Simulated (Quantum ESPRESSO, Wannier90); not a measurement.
## Wannierisation of InSe (R3m)

```
InSe
1.0
   -2.02335     3.50454     0.00000
   -4.04669     0.00000     0.00000
   -2.02335     1.16818     8.60852
In Se
2 2
Direct
  0.11035   0.11035   0.66895
  0.00183   0.00183   0.99451
  0.61971   0.61971   0.14086
  0.82581   0.82581   0.52258
```

Structure: Materials Project mp-22691, symmetrised, not relaxed again. COD (Crystallography Open Database) has the formula in 2 space groups, this one among them (matched by group alone). Computed values, not measurements, from PBEsol: Quantum ESPRESSO (norm-conserving PseudoDojo potentials, cutoff 69 Ry, spinors with spin-orbit coupling) on a Γ-centred 4×4×4 mesh, then Wannier90. Density: 10×10×10 mesh, Gaussian smearing 0.01 Ry. The cell is built of weakly bound layers, chains or molecules, whose nearest atoms lie 4.03 Å apart. Database cells relaxed without dispersion often hold them too far apart, which can enlarge gaps and weakens couplings between them; spacing and stacking were not compared with the measured crystal.

Functional, cutoff and mesh named above are those of the base row (1); the first column says what each row takes instead. Model: 18 functions from bands 41-58, start SCDM (isolated) (the valence bands). Energies are relative to the valence-band maximum; the misfit is to pw.x on a path, for all bands of the set. The lattice is scaled uniformly, fractional positions fixed. Ω_total can sit in another minimum from row to row; Ω_I of an isolated set cannot.

```json
[
 {"scale": "0.98", "Ω_I (Å²)": "36.21", "Ω_total (Å²)": "39.60", "rms misfit (meV)": "39", "gap (eV)": "0.46"},
 {"scale": "1", "Ω_I (Å²)": "36.17", "Ω_total (Å²)": "39.60", "rms misfit (meV)": "35", "gap (eV)": "0.31"},
 {"scale": "1.02", "Ω_I (Å²)": "36.37", "Ω_total (Å²)": "39.90", "rms misfit (meV)": "32", "gap (eV)": "0.18"},
 {"scale": "1.04", "Ω_I (Å²)": "36.82", "Ω_total (Å²)": "40.52", "rms misfit (meV)": "29", "gap (eV)": "0.09"}
]
```
